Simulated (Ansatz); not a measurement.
Zr2C in space group P4/nmm (No. 129; Zr on 2a, Zr on 2c, C on 2c) under volume change, PBEsol in the plane-wave PAW code Ansatz, shape and atoms relaxed at each volume.

```
V (Å³/atom)  E − E(relaxed) (meV/atom)  P (GPa)
-----------  -------------------------  -------
13.585                            75.1    19.45
14.033                            31.5    11.92
14.481                             7.5     5.48
14.929                             0.0     0.00
15.377                             6.7    -4.70
15.824                            25.7    -8.73
16.272                            55.0   -12.17
```

### Question
What does a third-order Birch–Murnaghan fit give for V₀, B₀ and B′?

### Answer
V₀ = 14.93 Å³/atom, B₀ = 169 GPa, B′ = 4.2.

The cell is a constructed one: a structure type filled with these elements; neither database checked (COD, Materials Project) lists it. Its standing as an ambient phase is unchecked. Symmetry was held in the PBEsol relaxation; of distortions, only those at the zone centre were tested. The run is not spin-polarised.

Potentials: the earlier of the program's two PAW sets.
